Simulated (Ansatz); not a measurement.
LaSi2 in space group I4_1/amd (No. 141; La on 4b, Si on 8e) at seven volumes, the program Ansatz at the PBEsol level (PAW), shape and atoms relaxed at each. One row is withheld.

```tsv
V (Å³/atom)	P (GPa)
19.098	9.90
19.728	6.03
20.357	2.75
20.987	0.00
21.616	-2.31
22.246	?
22.876	-6.03
```

Q: Fit the shown pressures and predict the withheld one.

A: P = (3/2)B₀(x^(7/2) − x^(5/2))[1 + (3/4)(B′ − 4)(x − 1)] with x = (V₀/V)^(2/3). Least squares on the six rows gives V₀ = 20.988 Å³/atom, B₀ = 84.8 GPa, B′ = 4.50. At V = 22.246, x = 0.9619 and P = -4.33 GPa. The run itself gave -4.30 GPa.

The first step of the workflow began from a Materials Project structure, measured or hypothetical; the Crystallography Open Database files this formula in space group No. 141, but the cells were not matched. Whether it is the stable phase at ambient conditions was not checked. The PBEsol relaxation kept the symmetry of its start; its stability against distortions is not shown here. Spin–orbit coupling is left out wherever it is not named.

Potentials: the later of the program's two PAW sets.
